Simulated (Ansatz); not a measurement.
Si3N4:
```yaml
crystal:
  lattice:
    - [7.62466, 0.00000, 0.00000]
    - [-3.81233, 6.60315, 0.00000]
    - [0.00000, 0.00000, 2.91047]
  atoms:
    - { symbol: Si, position: [0.17396, 0.76758, 0.25000] }
    - { symbol: Si, position: [0.40638, 0.17396, 0.75000] }
    - { symbol: Si, position: [0.23242, 0.40638, 0.25000] }
    - { symbol: Si, position: [0.82604, 0.23242, 0.75000] }
    - { symbol: Si, position: [0.59362, 0.82604, 0.25000] }
    - { symbol: Si, position: [0.76758, 0.59362, 0.75000] }
    - { symbol: N, position: [0.33333, 0.66667, 0.25000] }
    - { symbol: N, position: [0.66667, 0.33333, 0.75000] }
    - { symbol: N, position: [0.33000, 0.02963, 0.25000] }
    - { symbol: N, position: [0.30037, 0.33000, 0.75000] }
    - { symbol: N, position: [0.97037, 0.30037, 0.25000] }
    - { symbol: N, position: [0.67000, 0.97037, 0.75000] }
    - { symbol: N, position: [0.69963, 0.67000, 0.25000] }
    - { symbol: N, position: [0.02963, 0.69963, 0.75000] }
```

Relaxed with PBEsol. The program Ansatz at the PBEsol level (PAW) gives a gap of 4.19 eV.

### Question
What gap does HSE06 give on the same cell (Ansatz, PAW)?

### Answer
5.76 eV, 1.57 eV more. The hybrid was solved on a coarser mesh and at special points; its gap is the smallest among all of these.

```csv
k,v1 PBEsol,c1 PBEsol,v1 HSE06,c1 HSE06
Γ,-0.21,4.19,-0.23,5.76
A,-1.38,4.54,?,?
K,-0.30,4.58,-0.32,6.16
H,-1.14,4.86,?,?
M,-0.27,4.49,?,?
L,-1.07,4.62,?,?
```

### Question
Top valence (v1) and lowest conduction level (c1) in eV from each method's valence maximum (which need not be a listed point): supply the withheld HSE06 values.

### Answer

- M, v1 HSE06: -0.29
- M, c1 HSE06: 6.06
- H, v1 HSE06: -1.20
- H, c1 HSE06: 6.45
- L, v1 HSE06: -1.13
- L, c1 HSE06: 6.20
- A, v1 HSE06: -1.44
- A, c1 HSE06: 6.10

Cost on shared cores: the PBEsol run (SCF on a 4×4×9 mesh, then bands and DOS) about 90 core-seconds (a rough figure), the HSE06 run (SCF on 3×3×6, then a few points) about 6 core-minutes (a rough figure); the tasks are unlike.

Space group P6_3/m. The cell was relaxed with PBEsol under the symmetry of its start; of distortions, only those at the zone centre were tested.

Potentials: the later of the program's two PAW sets.
